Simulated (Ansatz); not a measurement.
Here is the system:

GaSb:
```
GaSb
1.0
    0.00000     2.84782     2.84782
    2.84782     0.00000     2.84782
    2.84782     2.84782     0.00000
Sb Ga
1 1
Direct
  0.00000   0.00000   0.00000
  0.50000   0.50000   0.50000
```

This is the PBEsol-relaxed structure.

### Question
All from PBEsol in the plane-wave PAW code Ansatz, unless another level is named. Give the electronic character.

### Answer
metallic (no gap).

### Question
And the formation energy from the elements (no fitted shifts)?

### Answer
2.6 kJ/mol of atoms.

### Question
Next, the density of states at the Fermi level?

### Answer
0.52 states/eV per atom (mean over ±0.08 eV).

Space group Fm-3m (rock salt). The cell is a constructed one: a structure type filled with these elements; neither database checked (COD, Materials Project) lists it. It is not the phase usual at ambient conditions (space group No. 216). The PBEsol relaxation kept the symmetry of its start; of distortions, only those at the zone centre were tested. The references are the lowest solids computed at this level, not always the standard phases. Spin–orbit coupling is left out wherever it is not named.

Potentials: the later of the program's two PAW sets.
